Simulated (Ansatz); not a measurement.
ZrHg (space group P4/mmm)

```
ZrHg
1.0
    3.10973     0.00000     0.00000
    0.00000     3.10973     0.00000
    0.00000     0.00000     4.23500
Zr Hg
1 1
Direct
  0.50000   0.50000   0.50000
  0.00000   0.00000   0.00000
```

Equation-of-state scan: isotropic scaling of the cell above, V₀ being its volume. Symmetry pins the atoms to their sites.

Level of theory: PBEsol (plane waves to 420 eV, PAW, scalar-relativistic; Ansatz, a program for electronic structure). k mesh 15×15×11 (Γ-centred), Fermi-Dirac smearing 0.05 eV. Stress and pressure are positive under compression. Spin-orbit coupling is left out, though Hg is heavy. ZrHg is run without spin polarisation. ZrHg was relaxed with its symmetry unable to fall.

At one point of the scan the stress tensor (GPa) is:

```
    7.0      0.0      0.0
    0.0      7.0      0.0
    0.0      0.0      7.9
```

Question: Which point is it?
(A) V/V₀ = 0.840
(B) V/V₀ = 0.920
(C) V/V₀ = 0.947
(D) V/V₀ = 0.893

Answer: C, V/V₀ = 0.947

(A scan under strain: stresses follow from slopes of the energy per volume, elastic moduli from its curvatures.)
